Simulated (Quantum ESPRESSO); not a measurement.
# Band energies of KF

```
KF
1.0
    0.00000     2.57913     2.57913
    2.57913     0.00000     2.57913
    2.57913     2.57913     0.00000
F K
1 1
Cartesian
  2.57913   2.57913   2.57913
  0.00000   0.00000   0.00000
```

LDA (pw.x of Quantum ESPRESSO, ONCV potentials, scalar-relativistic); path ΓXWKΓLUWLK,UX; energies in eV from the valence-band maximum.

```csv
k (1/Å),point,band 4,band 5,band 6,band 7,band 8,band 9,band 10,band 11
0.00,Γ,-8.73,-8.73,0.00,0.00,0.00,6.40,10.82,10.82
0.44,,-8.82,-8.80,-0.51,-0.03,-0.03,7.56,9.66,11.77
0.89,,-8.99,-8.99,-0.39,-0.03,-0.03,8.33,9.72,12.70
1.22,X,-9.04,-9.04,-0.13,-0.02,-0.02,7.99,10.76,12.26
1.34,,-9.06,-9.03,-0.13,-0.07,-0.03,8.08,10.84,12.08
1.83,W,-9.31,-8.83,-0.51,-0.11,-0.11,9.82,9.82,11.69
2.26,K,-9.06,-8.95,-0.38,-0.23,-0.13,8.91,11.00,11.58
2.36,,-9.05,-8.90,-0.51,-0.30,-0.13,9.24,10.66,11.82
2.75,,-8.97,-8.76,-0.75,-0.43,-0.10,9.24,9.88,12.14
3.15,,-8.81,-8.72,-0.38,-0.20,-0.03,7.40,10.20,11.24
3.55,Γ,-8.73,-8.73,0.00,0.00,0.00,6.40,10.82,10.82
3.97,,-8.74,-8.74,-0.39,-0.17,-0.17,7.53,10.28,11.39
4.39,,-8.77,-8.77,-0.89,-0.42,-0.42,9.12,10.64,12.32
4.60,L,-8.77,-8.77,-0.97,-0.47,-0.47,9.24,11.04,12.46
4.82,,-8.85,-8.79,-0.87,-0.44,-0.41,9.33,10.78,12.44
5.24,,-9.05,-8.92,-0.47,-0.27,-0.15,9.13,10.73,11.79
5.35,U,-9.06,-8.95,-0.38,-0.23,-0.13,8.91,11.00,11.58
5.67,,-9.25,-8.84,-0.50,-0.12,-0.12,9.45,10.21,11.67
5.78,W,-9.31,-8.83,-0.51,-0.11,-0.11,9.82,9.82,11.69
6.04,,-9.21,-8.83,-0.57,-0.22,-0.19,9.71,10.00,11.89
6.38,,-8.89,-8.80,-0.84,-0.42,-0.39,9.37,10.68,12.40
6.64,L,-8.77,-8.77,-0.97,-0.47,-0.47,9.24,11.04,12.46
6.73,,-8.79,-8.78,-0.95,-0.46,-0.46,9.25,10.99,12.46
7.06,,-8.99,-8.85,-0.68,-0.37,-0.29,9.44,10.45,12.21
7.39,K,-9.06,-8.95,-0.38,-0.23,-0.13,8.91,11.00,11.58
7.39,U,-9.06,-8.95,-0.38,-0.23,-0.13,8.91,11.00,11.58
7.82,X,-9.04,-9.04,-0.13,-0.02,-0.02,7.99,10.76,12.26
```

The LDA gap is direct, 6.40 eV at Γ.

Geometry relaxed with LDA.
